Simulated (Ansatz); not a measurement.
C:
```xyz
6
Lattice="4.4359 0.0000 0.0000 -2.2180 3.8416 0.0000 0.0000 0.0000 2.5220" Properties=species:S:1:pos:R:3 pbc="T T T"
C      0.0000     3.4413     0.6305
C     -0.7623     2.1210     0.6305
C      0.7623     2.1210     0.6305
C      2.2180     0.4004     1.8915
C      2.9802     1.7206     1.8915
C      1.4557     1.7206     1.8915
```

Relaxed with r²SCAN. Independent-particle spectrum: no excitons, no local fields, no scissors shift; 0.1 eV broadening; ε₁ of the summed bands alone.

Tabulate the dielectric function from the program Ansatz at the r²SCAN level (PAW).



```tsv
E (eV)	ε₁ xx	ε₂ xx	ε₁ zz	ε₂ zz
0.0	5.98	0.00	4.32	0.00
0.5	6.01	0.00	4.32	0.00
1.0	6.11	0.00	4.34	0.00
1.5	6.30	0.00	4.38	0.00
2.0	6.66	0.00	4.43	0.00
2.5	7.78	0.57	4.50	0.00
3.0	7.24	1.64	4.59	0.01
3.5	6.93	1.94	4.71	0.02
4.0	6.80	2.18	4.84	0.05
4.5	6.74	2.43	5.00	0.10
5.0	6.75	2.71	5.19	0.16
5.5	6.83	3.05	5.41	0.24
6.0	6.98	3.51	5.68	0.36
6.5	7.31	4.26	6.00	0.51
7.0	6.39	5.89	6.40	0.75
7.5	5.79	6.26	6.88	1.14
8.0	4.67	7.54	7.35	1.79
8.5	3.81	6.24	8.10	2.61
9.0	2.98	7.97	7.74	6.15
9.5	1.18	6.21	4.82	4.20
10.0	1.44	5.66	5.64	4.87
10.5	1.03	4.99	6.19	3.40
11.0	1.61	4.52	7.58	4.37
11.5	0.45	5.37	7.51	7.55
12.0	0.37	4.71	6.07	8.00
```

From ε at 4.4 eV (xx: 6.75 + 2.38i), find n, k, the normal reflectivity and the absorption coefficient.

n = 2.64, k = 0.451, R = 22 %, α = 2kE/ħc = 200000 cm⁻¹.

With all bands, ε∞ without local fields is 6.11 (xx = yy), 4.44 (zz).

Space group P6_3/mmc. The start of the workflow was typed in or built on a structure type. Its sites differ from those of the usual phase in this space group: another stacking or structure type. The r²SCAN relaxation kept the symmetry of its start; its stability against distortions is not shown here.

Potentials: the later of the program's two PAW sets.
